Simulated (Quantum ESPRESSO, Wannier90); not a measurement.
**ZnGeP2 (P-4m2), plane waves to Wannier functions**

```xyz
4
Lattice="3.8470 0.0000 0.0000 0.0000 3.8470 0.0000 0.0000 0.0000 5.5160" Properties=species:S:1:pos:R:3 pbc="T T T"
Zn     0.0000     0.0000     0.0000
Ge     1.9235     1.9235     2.7580
P      0.0000     1.9235     1.3581
P      1.9235     0.0000    -1.3581
```

Materials Project entry mp-1215424; symmetrised, unrelaxed at this level. Not found in the COD (Crystallography Open Database) copy used, which has the formula in other groups; not checked further. Computed values, not measurements, from PBEsol: Quantum ESPRESSO (norm-conserving PseudoDojo potentials, cutoff 68 Ry, spinors with spin-orbit coupling) on a Γ-centred 6×6×4 mesh, then Wannier90. Density: 8×8×6 mesh, cold smearing 0.01 Ry.

A tight-binding model is made by disentanglement and projection with no localisation steps (num_iter = 0), so the 42 orbitals stay atom-like: hydrogen-like Zn: s;p;d; Ge: s;p; P: s;p, axes along x, y, z; frozen window up to 3.00 eV relative to the Fermi level. It follows pw.x to 4.2 meV rms for states up to 1.0 eV relative to the Fermi level. Matrix elements depend on this choice of orbitals and windows.

The 20 largest hoppings ⟨m,0|H|n,R⟩ between different sites (one of each Hermitian pair; signs follow the real orbitals' lobes; the list may end inside a set of equal values):

| m | n | R | distance of the centres (Å) | t (eV) | Im t (eV) |
|---|---|---|---|---|---|
| P3 s↑ | Zn1 py↑ | 0 0 0 | 2.46 | -2.028 | 0.000 |
| P3 s↓ | Zn1 py↓ | 0 0 0 | 2.46 | -2.028 | 0.000 |
| P4 s↑ | Zn1 px↑ | 0 0 0 | 2.46 | -2.028 | 0.000 |
| P4 s↓ | Zn1 px↓ | 0 0 0 | 2.46 | -2.028 | 0.000 |
| P3 s↑ | Zn1 py↑ | 0 1 0 | 2.46 | 2.028 | 0.000 |
| P3 s↓ | Zn1 py↓ | 0 1 0 | 2.46 | 2.028 | 0.000 |
| P4 s↑ | Zn1 px↑ | 1 0 0 | 2.46 | 2.028 | 0.000 |
| P4 s↓ | Zn1 px↓ | 1 0 0 | 2.46 | 2.028 | 0.000 |
| P3 px↑ | Ge2 s↑ | 0 0 0 | 2.43 | -1.982 | 0.000 |
| P3 px↓ | Ge2 s↓ | 0 0 0 | 2.43 | -1.982 | 0.000 |
| Ge2 s↑ | P4 py↑ | 0 0 1 | 2.43 | -1.982 | 0.000 |
| Ge2 s↓ | P4 py↓ | 0 0 1 | 2.43 | -1.982 | 0.000 |
| Ge2 s↑ | P4 py↑ | 0 1 1 | 2.43 | 1.982 | 0.000 |
| Ge2 s↓ | P4 py↓ | 0 1 1 | 2.43 | 1.982 | 0.000 |
| Ge2 s↑ | P3 px↑ | 1 0 0 | 2.43 | 1.982 | 0.000 |
| Ge2 s↓ | P3 px↓ | 1 0 0 | 2.43 | 1.982 | 0.000 |
| P3 pz↑ | Ge2 px↑ | 0 0 0 | 2.42 | 1.981 | 0.000 |
| P3 pz↓ | Ge2 px↓ | 0 0 0 | 2.42 | 1.981 | 0.000 |
| Ge2 py↑ | P4 pz↑ | 0 0 1 | 2.42 | -1.981 | 0.000 |
| Ge2 py↓ | P4 pz↓ | 0 0 1 | 2.42 | -1.981 | 0.000 |
